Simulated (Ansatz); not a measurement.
Input for Ansatz (plane-wave DFT, PAW):

```yaml
crystal:
  lattice:
    - [3.4542643946, 0.0, 0.0]
    - [0.0, 3.4542643946, 0.0]
    - [0.0, 0.0, 3.4542643946]
  atoms:
    - { symbol: "Y", position: [0.0, 0.0, 0.0] }
    - { symbol: Zn, position: [0.5, 0.5, 0.5] }
basis:
  ecutwfc: 500
kpoints:
  mp_grid: { grid: [12, 12, 12] }
hamiltonian:
  xc: r2scan
scf:
  occupations: { method: gaussian, width: 0.1 }
output:
  forces: true
  stress: true
  eigenvalues: true
  write_density: true
  write_potential: true
  elf: true
  volumetric_format: npy
```

Launched with
```bash
ansatz run input.yaml --threads 1 --pin off --max-ram 2560MiB --backend cpu --events-out ev --progress --plain --runs-dir out
```

All numbers below come from DFT r2SCAN, scalar-relativistic, plane waves, PAW (Ansatz).

Abridged output (final results; tables in files aren't shown):

```
SCF 1 converged in 7 iterations: F = -7186.107220 eV  dr2 = 2.31e-9
SCF converged after 7 iterations
Free energy (F): -7186.107220 eV
Harris-Foulkes:  -7186.107220 eV  (|F-HF|=6.27e-10)
Internal energy: -7186.098509 eV  (E = F + TS)
E sigma→0 (E₀):  -7186.102864 eV
Entropy (-TS):   -0.008711 eV (-4.355 meV/atom)
Fermi energy:    11.717440 eV
--- Per-component energies (eV) ---
  E_band       = -45.973452
  E_kinetic    = 438.631579
  E_local      = -2161.027369  (includes V_loc(G=0)·N_el)
  E_nonlocal   = 660.078505
  E_hartree    = 864.258407
  E_xc         = -294.695344
  E_vxc        = -279.902346  (∫ρ·V_xc dr)
  E_paw        = -4684.559018  (= ΣΔE_a)
  E_vpaw       = -447.835738  (= ΣTr[D̂ρ^β])
  E_aug_tail   = -0.000042  (compensation charges beyond the density's cutoff)
  E_vtau       = 15.564034  (kinetic-family band-sum trace: ∫τ·v_τ [+ j·A + Jᵃ·Aᵃ] dr)
  E_ewald      = -2008.448654
  E_core_change = -0.336572  (= ΣΔE_core)
  E_smearing   = -0.008711  (= −TS)
--- Forces (eV/Å), atoms counted from 1 ---
  atom   1  Y      0.00000000     0.00000000     0.00000000
  atom   2  Zn     0.00000000     0.00000000     0.00000000
--- Stress (GPa, compression-positive) ---
        7.452973       0.000000       0.000000
        0.000000       7.452973       0.000000
        0.000000       0.000000       7.452973
  P = ⅓ Tr σ = 7.4530 GPa (74.530 kbar)
--- Band table (eV; the first three rows and the last of 84) ---
  k-point 0: bands = ["-32.3506", "-11.5230", "-11.5230", "-11.5230", "3.9317", "4.1693", "4.1693", "4.4608", "4.4608", "4.4608", "11.7330", "11.7330", "16.7107", "16.7107", "16.7107", "17.0122"]
  k-point 1: bands = ["-32.3481", "-11.5574", "-11.5200", "-11.5200", "4.0495", "4.1755", "4.1885", "4.4582", "4.4582", "4.4625", "11.7088", "11.7627", "15.8762", "15.8762", "16.6912", "16.7194"]
  k-point 2: bands = ["-32.3410", "-11.6504", "-11.5120", "-11.5120", "4.1926", "4.2241", "4.4108", "4.4513", "4.4513", "4.4674", "11.5115", "11.8471", "15.0153", "15.0153", "16.2075", "16.7434"]
  k-point 83: bands = ["-32.2395", "-11.8615", "-11.8615", "-11.8615", "4.3484", "4.3484", "4.3484", "4.6244", "4.6244", "9.3771", "9.3771", "9.3771", "11.5270", "17.8982", "17.8982", "17.8982"]
```

The calculation finished and met its thresholds.

It took 9.8 s on 1 thread of Arm Neoverse V2, with other jobs on the host, peak memory 0.42 GiB.